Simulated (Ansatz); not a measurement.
CsPbCl$_{3}$ (cubic perovskite)

```xyz
5
Lattice="5.6735 0.0000 0.0000 0.0000 5.6735 0.0000 0.0000 0.0000 5.6735" Properties=species:S:1:pos:R:3 pbc="T T T"
Cs     0.0000     0.0000     0.0000
Pb     2.8368     2.8368     2.8368
Cl     0.0000     2.8368     2.8368
Cl     2.8368     2.8368     0.0000
Cl     2.8368     0.0000     2.8368
```

The slice is a {100} plane (indices of the conventional cell) through the point (0.000, 0.500, 0.500) (fractional), spanned by u = [100] and v = [010] in vectors of this cell: u (5.67 Å) and v (5.67 Å, at 90° to u). It covers one period; positions are fractions (u, v).

Calculation: r2SCAN (plane waves to 500 eV, PAW, scalar-relativistic; Ansatz, a first-principles code). k mesh 6×6×6. Inside the PAW spheres the values are not all-electron values, and peaks at nuclei hang on which shells count as valence. CsPbCl3 was relaxed with its symmetry unable to fall. Spin-orbit coupling is left out, though Pb is heavy. This is a high-temperature form of CsPbCl3.

Q: Sketch the valence electron density on this plane as a map.

A: 
```
|7777777766556677889999998877665566777777|
|8888776655555566778888887766555555667788|
|7777666655445566667777776666554455666677|
|6666555544444455556666665555444444555566|
|5544444433334444555555555544443333444444|
|3333333333334455556666665555443333333333|
|2222222233445566667777776666554433222222|
|2222222233445566777788777766554433222222|
|1111222233446677887777778877664433222211|
|1111222233556677887700778877665533222211|
|1111222233446677887777778877664433222211|
|2222222233445566777788777766554433222222|
|2222222233445566667777776666554433222222|
|3333333333334455556666665555443333333333|
|5544444433334444555555555544443333444444|
|6666555544444455556666665555444444555566|
|7777666655445566667777776666554455666677|
|8888776655555566778888887766555555667788|
|7777777766556677889999998877665566777777|
|0077887766556677889999998877665566778877|
```
Scale: ten equal steps from -3.00 (start of '0') to 1.01 (end of '9'), in the order '0123456789'. Values: log₁₀ of the valence density in e/Å³. The map has 20 points along u (two characters each, u = 0 at the left) and 20 along v (v = 0 in the bottom row). The scale is logarithmic, as a density can span decades between atoms and voids; values under 0.001 e/Å³ are set to 0.001.
